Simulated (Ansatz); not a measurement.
This cell of Sn (diamond) is off equilibrium:

```xyz
2
Lattice="0.0000 3.3277 3.3277 3.3277 0.0000 3.3277 3.3277 3.3277 0.0000" Properties=species:S:1:pos:R:3 pbc="T T T"
Sn     1.6638     1.6638     1.7305
Sn     0.0000     0.0000    -0.0667
```

Level of theory: PBE (plane waves to 420 eV, PAW, scalar-relativistic; Ansatz, an electronic-structure program). k mesh 12×12×12 (Γ-centred), Fermi-Dirac smearing 0.05 eV. Compression counts positive. With partly filled bands, energies and forces of such displacements shift with the k mesh and the smearing. Sn was relaxed with its symmetry unable to fall. The relaxed volume of Sn is well above the measured one; the method has no dispersion term.

Q: Predict the force on every atom, in eV/Å.

A: 
```
atom     Fx     Fy      Fz
----  -----  -----  ------
Sn1   0.000  0.000  -0.884
Sn2   0.000  0.000   0.884
```

Q: What is the stress tensor (GPa)?

A: 
```
    0.4     -2.1      0.0
   -2.1      0.4      0.0
    0.0      0.0      0.0
```
The pressure, a third of the trace, is 0.3 GPa.

(A displaced cell: forces are minus the slopes of the energy, force constants its curvatures, and phonons follow from these.)
